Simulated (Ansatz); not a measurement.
Starting cell, ZnO (wurtzite):

```
CELL_PARAMETERS angstrom
      3.27960     0.00000     0.00000
     -1.63980     2.84021     0.00000
      0.00000     0.00000    10.58661
ATOMIC_POSITIONS crystal
  Zn 0.66667 0.33333 0.00108
  Zn 0.66667 0.33333 0.50108
  Zn 0.33333 0.66667 0.25108
  Zn 0.33333 0.66667 0.75108
  O  0.66667 0.33333 0.31152
  O  0.66667 0.33333 0.81152
  O  0.33333 0.66667 0.06152
  O  0.33333 0.66667 0.56152
```

The atoms are displaced by Q × the pattern below (from a DFPT mode at A = (0.0, 0.0, 0.5), largest move 1; Q in Å), at fixed cell. It is one choice among 2 degenerate patterns. (q is in reciprocal vectors of the primitive cell; the cell shown is doubled to hold the pattern.)

```csv
atom,x,y,z
Zn1,0.000,0.000,1.000
Zn2,0.000,0.000,-1.000
Zn3,0.000,0.000,0.683
Zn4,0.000,0.000,-0.683
O5,0.000,0.000,-0.308
O6,0.000,0.000,0.308
O7,0.000,0.000,0.842
O8,0.000,0.000,-0.842
```

Method: PBE (plane waves to 420 eV, PAW, scalar-relativistic; Ansatz, an electronic-structure program). k mesh 12×12×3 (Γ-centred), Fermi-Dirac smearing 0.05 eV. E stands for the smeared free energy. ZnO was relaxed with its symmetry unable to fall. The zero of ΔE is the undisplaced structure.

Q: Give the computed ΔE (meV/cell) and −dE/dQ from forces (eV/Å) at Q (Å) = -0.180, -0.120, 0.030, 0.060, 0.180.

A: 
```json
[
 {"Q (Å)": "-0.180", "ΔE (meV/cell)": "400", "−dE/dQ from forces (eV/Å)": "4.465"},
 {"Q (Å)": "-0.120", "ΔE (meV/cell)": "177", "−dE/dQ from forces (eV/Å)": "2.957"},
 {"Q (Å)": "0.030", "ΔE (meV/cell)": "11", "−dE/dQ from forces (eV/Å)": "-0.736"},
 {"Q (Å)": "0.060", "ΔE (meV/cell)": "44", "−dE/dQ from forces (eV/Å)": "-1.473"},
 {"Q (Å)": "0.180", "ΔE (meV/cell)": "400", "−dE/dQ from forces (eV/Å)": "-4.465"}
]
```

(For displaced atoms, the force is minus the slope of the energy, and its curvature is a force constant, which sets phonon frequencies.)
